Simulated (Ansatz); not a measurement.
With DFT-r²SCAN in the program Ansatz with PAW potentials, CaScHO2 in the tetragonal phase (P4/mmm; Ca on 1d, Sc on 1a, O on 2f, H on 1b) relaxes to a = 4.069 Å, c = 3.709 Å. Sc has 6 nearest neighbours from 1.85 Å (octahedral); H has 2 nearest neighbours from 1.85 Å (linear). Its formation energy from the elements is -2.57 eV/atom, with no fitted shifts.

It is gapped at this level: 2.70 eV (indirect). The valence maximum lies at Z and the conduction minimum at R (2 equivalent valleys). The screened hybrid HSE06 puts the gap at 3.57 eV. Electrons at the band edge weigh 0.29, 0.91, 1.6 mₑ (principal values). The hole mass is 0.27, 0.96, 0.96 mₑ (principal values).

The bulk modulus is 115 GPa. The relaxed-ion elastic constants in GPa are C11 = 311, C12 = 99.4, C13 = 25.1, C33 = 206, C44 = 41.1, C66 = 99.6. The elastic constants imply a Debye temperature near 686 K. Bader charges are Ca +1.62, Sc +1.98, O -1.45, H -0.69 e.

The start of the workflow was typed in or built on a structure type; neither database checked (COD, Materials Project) lists it. Its standing as an ambient phase is unchecked. The r²SCAN relaxation kept the symmetry of its start; its stability against distortions is not shown here. No spin polarisation was allowed. The references are the lowest solids computed at this level, not always the standard phases (solids in place of the gases).

Potentials: the earlier of the program's two PAW sets. The files were generated under PBE; for other functionals the program regenerates the frozen cores, and for LDA and PBEsol the local potential too.
